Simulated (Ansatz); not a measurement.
**Trial structures of MgSn₂O₃: starts and ends**

All numbers below come from DFT PBE, scalar-relativistic, plane waves, PAW in Ansatz 0.2.0. Settings: cutoff 420 eV, Γ-centred meshes spaced at most about 0.3 Å⁻¹, and about 0.25 Å⁻¹ or finer for metals (2π included), Gaussian smearing. No spin polarisation in the final relaxations.

Each guess was relaxed in cell and atoms at zero pressure, within the symmetry of its start. All energies are static (0 K, no zero-point motion). Coordination counts O atoms around Mg and Sn (those within 1.25 times the shortest such distance or 1.15 times the sum of covalent radii; the shortest distance is added where it is long for a bond).

```
guess      made from  start group  V start (Å³/atom)  end group  V end (Å³/atom)  coordination at the end  gap on mesh (eV)  E over the lowest end (meV/atom)
    1  Eu2Al3Ga type         R-3m               17.3       R-3m             15.2               Mg 6, Sn 3              0.34                                 0
    2  CeCo3Cu2 type       P6/mmm               16.3     P6/mmm             16.8   Mg 12 from 3.4 Å, Sn 6                 0                               792
    3  Li3MnAs2 type        P-4m2               19.0      P-4m2             18.8    Mg 4 from 2.5 Å, Sn 4              0.89                               342
    4    random cell       P6/mmm               19.1          ?                ?                        ?                 ?                                 ?
```

Guess 4 as it starts:

```
CELL_PARAMETERS angstrom
4.27064 0.00000 0.00000
-2.13532 3.69848 0.00000
0.00000 0.00000 7.25166
ATOMIC_POSITIONS crystal
Mg 0.00000 0.00000 0.50000
Sn 0.33333 0.66667 0.50000
Sn 0.66667 0.33333 0.50000
O 0.33333 0.66667 0.00000
O 0.66667 0.33333 0.00000
O 0.00000 0.00000 0.00000
```

Q: Fill in the missing row: what does this guess relax into, and where does it rank?

A: It ends in space group P6/mmm (No. 191), with a = 6.168 Å, c = 3.933 Å, 21.6 Å³/atom and no gap. It lies 0.88 eV/atom over the lowest end, above guess 2 and so the highest of the set. Counting O atoms around Mg and Sn, this end has Mg 2, Sn 2 and the lowest (guess 1) has Mg 6, Sn 3.

```
CELL_PARAMETERS angstrom
6.16832 0.00000 0.00000
-3.08416 5.34192 0.00000
0.00000 0.00000 3.93289
ATOMIC_POSITIONS crystal
Mg 0.00000 0.00000 0.50000
Sn 0.33333 0.66667 0.50000
Sn 0.66667 0.33333 0.50000
O 0.33333 0.66667 0.00000
O 0.66667 0.33333 0.00000
O 0.00000 0.00000 0.00000
```

Formation energies are uncorrected and refer to the elements' standard structures at the same level (O₂ as a molecule). The references include grey tin.

Q: Is the lowest end bound against the elements?

A: Yes: its formation energy is −1.445 eV/atom. It lies below the elements, which doesn't yet make it stable against other compounds or structures.

No dispersion correction is applied, so the spacing and binding between layers, chains or molecules are poorly described (P-4m2, P6/mmm at 21.6 Å³/atom), and this can change margins and order among such cells. Kohn–Sham gaps at this level usually fall short of measured ones. Cells relaxed within their symmetry can be saddle points. A lower structure may well exist outside this small set. Some types were kept out of the candidates beforehand, so the set may lack a known form.
